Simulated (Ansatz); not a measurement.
Data:

La3Ga:
```yaml
crystal:
  lattice:
    - [4.77602, 0.00000, 0.00000]
    - [0.00000, 4.77602, 0.00000]
    - [0.00000, 0.00000, 4.77602]
  atoms:
    - { symbol: La, position: [0.00000, 0.50000, 0.50000] }
    - { symbol: La, position: [0.50000, 0.00000, 0.50000] }
    - { symbol: La, position: [0.50000, 0.50000, 0.00000] }
    - { symbol: Ga, position: [0.00000, 0.00000, 0.00000] }
```

This is the LDA-relaxed structure.

Problem. All from DFT-LDA in the program Ansatz with PAW potentials, unless another level is named. Give the bulk modulus (Birch–Murnaghan fit).

Solution. 506 kbar.

Problem. What about the highest zone-centre frequency?

Solution. 104 cm⁻¹.

Space group Pm-3m (Cu3Au type). The workflow started from an entry of the Crystallography Open Database (COD). Whether it is the stable phase at ambient conditions was not checked. The cell was relaxed with LDA under the symmetry of its start; of distortions, only those at the zone centre were tested. The volume moved by -40 % from the start of the relaxation. The volume fell by over 15 % from the filed cell, which may lack light atoms or belong to other conditions. As this level gives no gap, phonon frequencies hold no LO–TO term and depend on the k-mesh and smearing (Fermi–Dirac, 0.1 eV here). Scalar-relativistic: spin–orbit coupling is off unless named, which matters more the heavier the elements.

Potentials: the later of the program's two PAW sets.
